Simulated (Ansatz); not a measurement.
In PBE in the plane-wave PAW code Ansatz, MoPd in the rock salt structure (Fm-3m) relaxes to a = 5.214 Å. Pd has 6 nearest neighbours from 2.61 Å (octahedral); Mo has 6 nearest neighbours from 2.61 Å (octahedral). Its formation energy from the elements is 106 kJ/mol-atom, with no fitted shifts.

Electronic character: metallic (no gap). Gap from PBE with spin–orbit coupling: none (metallic).

The bulk modulus is 170 GPa.

The start of the workflow was typed in or built on a structure type; neither database checked (COD, Materials Project) lists it. Its standing as an ambient phase is unchecked. Symmetry was held in the PBE relaxation; whether a distortion lowers the energy is not shown. The run is not spin-polarised. The volume moved by 17 % from the start of the relaxation. Its formation energy is positive at this level, so the cell may be metastable or incomplete. The references are the lowest solids computed at this level, not always the standard phases. Spin–orbit coupling is left out wherever it is not named.

Potentials: the later of the program's two PAW sets.
